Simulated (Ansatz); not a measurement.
Chalcopyrite alloy of AgGaS2 and AgInS2 (10 of 16 Ga sites exchanged), 64 atoms

Method: DFT, PBEsol, PAW, plane waves in Ansatz 0.2.0.

Command:

```sh
ansatz run in.yaml --threads 8 --pin off --max-ram 118750MiB --runs-dir r --events-out ev --progress --plain --backend cuda --devices 0, --max-vram 170GiB
```

The input less its lattice and atoms:

```yaml
crystal:
  symmetry: { detect: false }
kpoints:
  mp_grid: { grid: [1, 1, 1], shift: [0.25, 0.25, 0.25] }
hamiltonian:
  xc: pbesol
scf:
  occupations: { method: fermi_dirac, width: 0.01 }
relax:
  f_tol: 0.03
  max_steps: 80
  escape_saddle: false
  adjacent_minimum: "off"
  cell: { fix: [alpha, beta, gamma] }
output:
  forces: true
  eigenvalues: true
  populations: true
```

Start:

```
Ag In Ga S
1.0
    11.49158   -0.00010   -0.00009
    -0.00010   11.49158   -0.00009
    -0.00009   -0.00009   11.01130
Ag In Ga S
16 10 6 32
Direct
  0.00145 0.00200 0.99836
  0.00000 0.50049 0.99798
  0.50011 0.99784 0.00064
  0.50336 0.49996 0.99712
  0.99970 0.24890 0.25105
  0.00517 0.75073 0.24907
  0.49935 0.24914 0.25103
  0.50129 0.74961 0.24704
  0.25159 0.99829 0.75086
  0.24691 0.49880 0.75213
  0.75230 0.99876 0.75204
  0.74851 0.49898 0.75359
  0.25164 0.25017 0.49865
  0.24882 0.74876 0.50333
  0.75172 0.25009 0.50126
  0.74900 0.74926 0.50353
  0.00229 0.99624 0.49842
  0.24803 0.00021 0.25311
  0.25197 0.50098 0.24659
  0.74757 0.99900 0.24929
  0.24711 0.25006 0.99904
  0.24761 0.74974 0.00296
  0.74943 0.24986 0.99895
  0.00148 0.25190 0.75170
  0.50322 0.24894 0.75230
  0.50024 0.74910 0.75091
  0.99880 0.50001 0.49707
  0.49741 0.99698 0.49973
  0.50045 0.50062 0.49853
  0.74818 0.50182 0.24848
  0.75231 0.74859 0.00126
  0.99817 0.75030 0.75324
  0.13292 0.12704 0.12534
  0.13096 0.63129 0.12745
  0.63019 0.12429 0.12306
  0.63509 0.62463 0.12502
  0.12100 0.12490 0.62400
  0.12097 0.62721 0.62659
  0.61608 0.12008 0.62556
  0.61850 0.62479 0.62756
  0.37132 0.37533 0.12427
  0.36496 0.87529 0.12696
  0.87010 0.37564 0.12190
  0.87123 0.87420 0.12297
  0.37547 0.11796 0.37414
  0.37486 0.61566 0.37703
  0.87419 0.11709 0.37660
  0.87444 0.61622 0.37408
  0.12556 0.38158 0.37399
  0.12578 0.88079 0.37660
  0.62462 0.38603 0.37589
  0.62260 0.88306 0.37873
  0.12465 0.36749 0.87645
  0.12280 0.86716 0.87269
  0.62727 0.36884 0.87239
  0.62370 0.86688 0.87856
  0.38186 0.37259 0.62456
  0.38610 0.87726 0.62476
  0.88344 0.37472 0.62289
  0.88409 0.87460 0.62462
  0.37234 0.13293 0.87455
  0.37422 0.63137 0.87450
  0.87430 0.12829 0.87672
  0.87524 0.63116 0.87241
```

Steps:

```csv
step,energy less the first (eV),largest force component (eV/Å),pressure (GPa)
start,0.000,1.341,0.71
1,-1.898,0.432,-0.52
2,-1.930,0.275,-0.03
3,-2.058,0.060,-0.01
4,-2.066,0.032,0.01
5,-2.068,0.025,0.00
6,-2.068,0.025,0.00
```

A structure on the way, about -1.93 eV from the start:

```xyz
64
Lattice="11.4888 -0.0001 -0.0001 -0.0001 11.5155 -0.0001 -0.0001 -0.0001 11.0004" Properties=species:S:1:pos:R:3 pbc="T T T"
Ag    0.0198   11.4352    0.0211
Ag   11.4300    5.8114   10.9887
Ag    5.7307    0.0031    0.0139
Ag    5.8145    5.8580    0.1259
Ag    0.0201    2.9187    2.7976
Ag   11.4218    8.5828    2.8424
Ag    5.6915    2.9508    3.0109
Ag    5.8468    8.5867    2.7570
Ag    2.9248   11.4352    8.3288
Ag    2.8752    5.7895    8.0166
Ag    8.5771   11.4963    8.3373
Ag    8.8054    5.8428    8.1843
Ag    2.9126    2.8713    5.5800
Ag    2.8122    8.6608    5.7511
Ag    8.4481    2.9713    5.5722
Ag    8.6150    8.6754    5.4672
In   11.4666   11.4815    5.5140
In    2.9053   11.4684    2.7564
In    2.8752    5.7825    2.8470
In    8.5581   11.5084    2.7129
In    2.8881    2.9104   10.9937
In    2.8336    8.5764   10.9167
In    8.5998    2.9484    0.0280
In    0.0127    2.8864    8.2166
In    5.7994    2.9135    8.1363
In    5.8358    8.5761    8.2318
Ga   11.4157    5.7588    5.4800
Ga    5.7537   11.4737    5.5028
Ga    5.8037    5.8147    5.4179
Ga    8.6594    5.7952    2.7638
Ga    8.6826    8.6198    0.0047
Ga   11.4212    8.6031    8.2178
S     1.4547    1.4201    1.3701
S     1.4526    7.1742    1.3896
S     7.1438    1.4900    1.3791
S     7.4399    7.2070    1.3784
S     1.4389    1.3892    6.8767
S     1.1521    7.1657    6.8588
S     7.1151    1.3009    6.7749
S     7.1316    7.0866    6.7609
S     4.2994    4.3337    1.4102
S     4.2789    9.9928    1.3249
S     9.9637    4.4066    1.4796
S     9.9533    9.9849    1.3238
S     4.3787    1.2879    4.2205
S     4.3795    7.1529    4.2249
S    10.0147    1.3827    4.1275
S    10.0212    7.0291    4.1470
S     1.3509    4.4256    4.2482
S     1.4277   10.0386    4.1203
S     7.2029    4.5587    4.0674
S     7.1016   10.1501    4.1948
S     1.4371    4.3393    9.5942
S     1.3325    9.9203    9.4707
S     7.2136    4.3442    9.5420
S     7.2577    9.9126    9.7441
S     4.4767    4.4159    6.6858
S     4.4617   10.1122    6.8268
S    10.1311    4.3377    6.7440
S    10.1052    9.9737    6.9448
S     4.3360    1.4903    9.5659
S     4.3097    7.1461    9.5518
S    10.0420    1.4911    9.6328
S    10.0485    7.3678    9.6219
```

End:

```xyz
64
Lattice="11.4873 -0.0001 -0.0001 -0.0001 11.4867 -0.0001 -0.0001 -0.0001 11.0173" Properties=species:S:1:pos:R:3 pbc="T T T"
Ag    0.0299   11.4367   10.9891
Ag   11.4024    5.7460    0.0316
Ag    5.7655   11.4810   10.9539
Ag    5.7882    5.8196    0.1208
Ag    0.0657    2.9171    2.8428
Ag   11.4075    8.6107    2.7815
Ag    5.8012    2.8682    2.9124
Ag    5.8144    8.5517    2.7217
Ag    2.8660   11.4151    8.2622
Ag    2.8632    5.8022    8.0660
Ag    8.5790   11.4710    8.3450
Ag    8.6974    5.7772    8.2767
Ag    2.8977    2.9141    5.5137
Ag    2.8773    8.5557    5.6811
Ag    8.5278    2.9156    5.4247
Ag    8.6456    8.6149    5.4990
In    0.0001   11.4313    5.5420
In    2.9164   11.4405    2.7844
In    2.8824    5.7784    2.8460
In    8.5734   11.4426    2.7491
In    2.8780    2.9084    0.0028
In    2.8341    8.5695   10.9555
In    8.6003    2.9303    0.0372
In    0.0052    2.9368    8.2237
In    5.7777    2.8810    8.1660
In    5.8142    8.5546    8.2342
Ga   11.3892    5.7747    5.5058
Ga    5.7622   11.4551    5.5166
Ga    5.7984    5.7948    5.4460
Ga    8.6453    5.7888    2.7750
Ga    8.6772    8.5776    0.0013
Ga   11.4015    8.5774    8.2470
S     1.4615    1.4172    1.3960
S     1.4457    7.1641    1.4027
S     7.1649    1.4398    1.3791
S     7.4370    7.1851    1.3817
S     1.4265    1.4385    6.8794
S     1.1382    7.1761    6.8684
S     7.1247    1.3161    6.7820
S     7.1342    7.0691    6.7796
S     4.3013    4.3024    1.4610
S     4.2906    9.9971    1.3278
S     9.9472    4.3742    1.5262
S     9.9432    9.9689    1.2919
S     4.3902    1.3096    4.2510
S     4.3980    7.1412    4.2415
S    10.0448    1.3648    4.1289
S    10.0254    7.0262    4.1291
S     1.3461    4.4704    4.2854
S     1.4488    9.9970    4.1547
S     7.1852    4.5592    4.0838
S     7.0904   10.1084    4.2129
S     1.4492    4.3620    9.6165
S     1.3262    9.8885    9.4938
S     7.1666    4.3195    9.6159
S     7.2633    9.8671    9.7499
S     4.4710    4.4175    6.7215
S     4.4630   10.1019    6.8464
S    10.0926    4.3641    6.7594
S    10.0963    9.9660    6.9802
S     4.2999    1.4821    9.5813
S     4.3123    7.1413    9.5943
S    10.0523    1.5099    9.6439
S    10.0495    7.3322    9.6431
```

The run converged.

Time: 8.6 s of wall time on one NVIDIA GB200 with 8 processor threads, on a host shared with other runs; peak host memory 2.1 GiB.

**Question.** How much energy did the relaxation gain, and which atom moved most?

**Answer.** 2.07 eV in 6 steps, from a start with small random displacements; atom 38 (S) moved 0.26 Å, the median atom 0.10 Å (drift of the whole cell removed).
